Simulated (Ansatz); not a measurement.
Relaxation of a generated trial cell of TaSi2 in the AFLOW prototype A2B_oP12_62_2c_c (C37, as in Co2Si); 12 atoms in the cell, which starts as Pnma (No. 62), oP12; a = 5.445 Å, b = 4.139 Å, c = 7.871 Å, α = β = γ = 90.00°. The numbers are results of PBE (plane waves to 420 eV, PAW, scalar-relativistic; Ansatz, a quantum-chemistry and plane-wave program), not measurements. Γ-centred k-mesh 4×5×3 on the run's cell (coarser than for final values), Fermi–Dirac smearing 0.05 eV. This is the first round of the run. 

The optimiser's lines from the output (shortened; P is positive under compression):

```
relax step   1: F+E_penalty+E_count = -44813.51057604 eV  Δ(F+E_penalty+E_count) = +0.000e0 eV  max|allowed force component| = 1.509e0 eV/Å  Δτ_max = 0.0000 Å  P = +8.343 GPa  Ω = 177.357 Å³  (6 SCF iters, dr2 threshold 1.00e-7 eV, accepted)
relax step   2: F+E_penalty+E_count = -44816.10631427 eV  Δ(F+E_penalty+E_count) = -2.596e0 eV  max|allowed force component| = 7.499e-1 eV/Å  Δτ_max = 0.1945 Å  P = -1.866 GPa  Ω = 184.834 Å³  (6 SCF iters, dr2 threshold 1.20e-6 eV, accepted)
relax step   3: F+E_penalty+E_count = -44817.89489779 eV  Δ(F+E_penalty+E_count) = -1.789e0 eV  max|allowed force component| = 5.451e-1 eV/Å  Δτ_max = 0.1964 Å  P = +0.182 GPa  Ω = 180.098 Å³  (6 SCF iters, dr2 threshold 1.20e-6 eV, accepted)
relax step   4: F+E_penalty+E_count = -44818.13203355 eV  Δ(F+E_penalty+E_count) = -2.371e-1 eV  max|allowed force component| = 9.014e-1 eV/Å  Δτ_max = 0.1689 Å  P = +3.483 GPa  Ω = 176.991 Å³  (6 SCF iters, dr2 threshold 1.20e-6 eV, accepted)
relax step   5: F+E_penalty+E_count = -44818.58186709 eV  Δ(F+E_penalty+E_count) = -4.498e-1 eV  max|allowed force component| = 2.585e-1 eV/Å  Δτ_max = 0.0985 Å  P = -0.644 GPa  Ω = 179.498 Å³  (6 SCF iters, dr2 threshold 1.20e-6 eV, accepted)
relax step   6: F+E_penalty+E_count = -44818.57554516 eV  Δ(F+E_penalty+E_count) = +6.322e-3 eV  max|allowed force component| = 2.284e-1 eV/Å  Δτ_max = 0.0820 Å  P = -0.603 GPa  Ω = 178.899 Å³  (6 SCF iters, dr2 threshold 1.20e-6 eV, rejected (line search))
relax step   7: F+E_penalty+E_count = -44818.61654604 eV  Δ(F+E_penalty+E_count) = -3.468e-2 eV  max|allowed force component| = 4.242e-2 eV/Å  Δτ_max = 0.0401 Å  P = -0.251 GPa  Ω = 178.809 Å³  (7 SCF iters, accepted)
relax step   8: F+E_penalty+E_count = -44818.61800510 eV  Δ(F+E_penalty+E_count) = -1.459e-3 eV  max|allowed force component| = 1.244e-2 eV/Å  Δτ_max = 0.0088 Å  P = +0.026 GPa  Ω = 178.524 Å³  (6 SCF iters, dr2 threshold 3.83e-7 eV, accepted)
relax step   9: F+E_penalty+E_count = -44818.61804123 eV  Δ(F+E_penalty+E_count) = -3.614e-5 eV  max|allowed force component| = 7.055e-3 eV/Å  Δτ_max = 0.0051 Å  P = -0.056 GPa  Ω = 178.638 Å³  (6 SCF iters, dr2 threshold 2.34e-8 eV, accepted)
relax step  10: F+E_penalty+E_count = -44818.61810253 eV  Δ(F+E_penalty+E_count) = -6.129e-5 eV  max|allowed force component| = 5.233e-4 eV/Å  Δτ_max = 0.0013 Å  P = +0.001 GPa  Ω = 178.575 Å³  (6 SCF iters, dr2 threshold 2.47e-8 eV, accepted)
relax step  11: F+E_penalty+E_count = -44818.62583187 eV  Δ(F+E_penalty+E_count) = -7.729e-3 eV  max|allowed force component| = 9.972e-4 eV/Å  Δτ_max = 0.0000 Å  P = +0.045 GPa  Ω = 178.575 Å³  stress off target by 1.04e-1 GPa  SCF on the basis re-selected at this cell (its energy is not comparable with the rows above)  (6 SCF iters)
relax step  12: F+E_penalty+E_count = -44818.62583677 eV  Δ(F+E_penalty+E_count) = -4.904e-6 eV  max|allowed force component| = 1.489e-3 eV/Å  Δτ_max = 0.0006 Å  P = -0.018 GPa  Ω = 178.651 Å³  (6 SCF iters, dr2 threshold 2.68e-8 eV, accepted)
relax step  13: F+E_penalty+E_count = -44818.62584542 eV  Δ(F+E_penalty+E_count) = -8.647e-6 eV  max|allowed force component| = 4.427e-4 eV/Å  Δτ_max = 0.0001 Å  P = +0.000 GPa  Ω = 178.631 Å³  (6 SCF iters, dr2 threshold 3.68e-9 eV, accepted)
relax step  14: F+E_penalty+E_count = -44818.62585869 eV  Δ(F+E_penalty+E_count) = -1.327e-5 eV  max|allowed force component| = 4.437e-4 eV/Å  Δτ_max = 0.0000 Å  P = +0.000 GPa  Ω = 178.631 Å³  stress off target by 1.58e-3 GPa  SCF on the basis re-selected at this cell (its energy is not comparable with the rows above)  (8 SCF iters)
```

From the first to the last row the energy changes by -0.43 eV/atom and the volume by +0.7 %. The last row is marked as not comparable with the walk above it, whose basis was carried along; it does compare with step 1, since both stand on a basis selected at the nominal cutoff for their own cell.

Step 6 was rejected by the optimiser.

Later rounds, restarted from the end of this one on a renewed k-mesh, logged 8 more steps and released under 0.01 eV/atom more. The final structure after all rounds: Pnma (No. 62), oP12; a = 4.8551 Å, b = 4.4637 Å, c = 8.2349 Å, α = β = γ = 90.00°. Between re-selections the logged energies stand on a plane-wave basis carried along with the cell. No spin polarisation in the result.

The run could not lose the symmetry of its start, so the end can be a saddle point.

The relaxed structure here is a generated cell of TaSi2: the first start was made by placing the elements on the sites of a structure type, and the end was not matched to a known phase here, so it may be hypothetical. Known forms of TaSi2 include space group No. 181.
